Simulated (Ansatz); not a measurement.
What a change of settings does: B2W

First run: DFT, PBEsol, all-electron PAW with datasets made for the crystal, scalar-relativistic (Ansatz 0.2.0).

Command: `ansatz run input.yaml --threads 1 --pin off --max-ram 3072MiB --backend cpu --events-out ev --progress --plain --runs-dir out` It took 42 s on 1 thread of Intel(R) Xeon(R) Platinum 8488C (Sapphire Rapids) (shared host), peak memory 1.1 GiB.

```yaml
crystal:
  lattice:
    - [3.0119508823, 0.0, 0.0]
    - [-1.5059754411, 2.608425979, 0.0]
    - [0.0, 0.0, 3.3126848888]
  atoms:
    - { symbol: B, position: [0.3333333333, 0.6666666667, 0.5] }
    - { symbol: B, position: [0.6666666667, 0.3333333333, 0.5] }
    - { symbol: W, position: [0.0, 0.0, 0.0] }
kpoints:
  mp_grid: { grid: [14, 14, 12] }
scf:
  occupations: { method: fermi_dirac, width: 0.05 }
hamiltonian:
  xc: pbesol
  pseudopotentials: { kind: all_electron, datasets: crystal }
output:
  forces: true
  stress: true
  eigenvalues: true
  efg: { contact_densities: true }
```

The cell comes from a relaxation on PAW files under the same functional, begun from a database entry that needn't be the ground state.

It converges in 9 SCF iterations at a pressure of -0.02 GPa.

The input is then changed:

```diff
   occupations: { method: fermi_dirac, width: 0.05 }
+  convergence: { dr2_threshold: 1.0e-14 }
+  max_iter: 50
 hamiltonian:
```

Does this change harm the result?

Not here: the run converges in 17 SCF iterations at a pressure of -0.03 GPa, free energy 0.0 meV/atom against the first run's, and its energy lies within 1 meV/atom of the first run's.
